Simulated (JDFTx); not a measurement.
System: V(110) (Im-3m bulk; lattice of mp-146, not re-optimised at this level), 1x1 cell of 6 atoms in 6 planes, area 6.29 Å² a face, 10.4 Å between the outermost planes in a cell 26.5 Å high; k mesh 8×8×1, Fermi width 0.01 Ha, no spin polarisation. Neither spin polarisation nor a larger cell was tried.

Profiles through the double layer of this slab, charged, in CANDLE, water, 2 M KCl; PBE, GBRV ultrasoft potentials, plane waves to 20/100 Ha, a modified build of JDFTx. z is the height above the outermost atoms, φ the plane-averaged electrostatic potential energy of an electron (zero in the bulk liquid), ρ_b the bound charge of solvent and ions, s the cavity shape function (0 in the solid, 1 in the liquid).

```tsv
z (Å)	n (e/Å³)	s	φ (eV)	ρ_b (10⁻³ e/Å³)
0.97	0.1380	0.00	-5.353	-0.01
1.41	0.0480	0.00	-2.375	-0.73
1.85	0.0171	0.00	-0.793	-8.18
2.29	0.0055	0.03	-0.168	-8.36
2.73	0.0017	0.20	-0.065	-0.58
3.17	0.0005	0.47	-0.041	0.20
3.62	0.0002	0.75	-0.031	0.06
4.06	0.0001	0.95	-0.024	0.01
4.50	0.0000	1.00	-0.020	-0.01
4.94	0.0000	1.00	-0.016	-0.01
5.38	0.0000	1.00	-0.013	-0.01
5.82	0.0000	1.00	-0.011	-0.01
6.27	0.0000	1.00	-0.009	-0.01
6.71	0.0000	1.00	-0.007	-0.01
7.15	0.0000	1.00	-0.006	-0.01
7.59	0.0000	1.00	-0.005	-0.01
```

**Question.** Is the electrode positively or negatively charged, and roughly by how much?

**Answer.** Positively: σ = 12.5 μC/cm² per face. The liquid's bound charge is of the opposite sign overall, and far from the surface φ decays with the screening length (2.1 Å).
